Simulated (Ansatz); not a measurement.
Input, command and steps of an Ansatz relaxation.

```yaml
crystal:
  lattice:
    - [3.18, 0.0, 0.0]
    - [-1.59, 2.753960784, 0.0]
    - [0.0, 0.0, 5.166]
  atoms:
    - { symbol: Ga, position: [0.3333333333, 0.6666666667, 0.0] }
    - { symbol: Ga, position: [0.6666666667, 0.3333333333, 0.5] }
    - { symbol: "N", position: [0.3333333333, 0.6666666667, 0.375] }
    - { symbol: "N", position: [0.6666666667, 0.3333333333, 0.875] }
basis:
  ecutwfc: 500
kpoints:
  mp_grid: { grid: [12, 12, 6] }
hamiltonian:
  xc: r2scan
scf:
  occupations: { method: gaussian, width: 0.02 }
output:
  forces: true
  stress: true
  eigenvalues: true
  write_density: true
  write_potential: true
  elf: true
  volumetric_format: npy
relax:
  adjacent_minimum: "off"
  f_tol: 0.005
  max_steps: 80
  cell: { stress_tol: 0.05 }
```

```bash
ansatz run input.yaml --threads 1 --pin off --max-ram 2560MiB --backend cpu --events-out ev --progress --plain --runs-dir out
```

Theory: DFT r2SCAN, scalar-relativistic, plane waves, PAW in Ansatz 0.2.0.

Of 5 frames 4 are shown, positions in Å and forces in eV/Å; the SCF threshold varies from step to step. Steps run on the plane waves of an earlier cell, with a Pulay correction in the pressure. The basis is chosen afresh for the last frame, the zero of the energies, and at times for earlier ones too; energy and pressure step there, also at an unchanged geometry.

```xyz
4
Lattice="3.1800 0.0000 0.0000 -1.5900 2.7540 0.0000 0.0000 0.0000 5.1660" Properties=species:S:1:pos:R:3:forces:R:3 pbc="T T T" step=1 free_energy_over_end_meV_per_atom=0.64 pressure_GPa=1.08
Ga    0.0000    1.8360    0.0000    0.0000    0.0000   -0.1417
Ga    1.5900    0.9180    2.5830    0.0000    0.0000   -0.1417
N     0.0000    1.8360    1.9372    0.0000    0.0000    0.1417
N     1.5900    0.9180    4.5202    0.0000    0.0000    0.1417
4
Lattice="3.1813 0.0000 0.0000 -1.5907 2.7551 0.0000 0.0000 0.0000 5.1786" Properties=species:S:1:pos:R:3:forces:R:3 pbc="T T T" step=2 free_energy_over_end_meV_per_atom=0.26 pressure_GPa=0.41
Ga    0.0000    1.8368   -0.0007    0.0000    0.0000   -0.1004
Ga    1.5907    0.9184    2.5886    0.0000    0.0000   -0.1004
N     0.0000    1.8368    1.9427    0.0000    0.0000    0.1005
N     1.5907    0.9184    4.5320    0.0000    0.0000    0.1005
4
Lattice="3.1832 0.0000 0.0000 -1.5916 2.7568 0.0000 0.0000 0.0000 5.1858" Properties=species:S:1:pos:R:3:forces:R:3 pbc="T T T" step=3 free_energy_over_end_meV_per_atom=0.06 pressure_GPa=-0.10
Ga    0.0000    1.8378   -0.0033    0.0000    0.0000   -0.0282
Ga    1.5916    0.9189    2.5896    0.0000    0.0000   -0.0282
N     0.0000    1.8378    1.9480    0.0000    0.0000    0.0283
N     1.5916    0.9189    4.5408    0.0000    0.0000    0.0283
4
Lattice="3.1831 0.0000 0.0000 -1.5915 2.7566 0.0000 0.0000 0.0000 5.1836" Properties=species:S:1:pos:R:3:forces:R:3 pbc="T T T" step=5 free_energy_over_end_meV_per_atom=0.00 pressure_GPa=0.00
Ga    0.0000    1.8378   -0.0046    0.0000    0.0000    0.0002
Ga    1.5915    0.9189    2.5872    0.0000    0.0000    0.0002
N     0.0000    1.8378    1.9485    0.0000    0.0000   -0.0002
N     1.5915    0.9189    4.5403    0.0000    0.0000   -0.0002
```

The run took 41 s on 1 thread of Intel(R) Xeon(R) 6975P-C (Granite Rapids) (shared host), peak memory 0.56 GiB.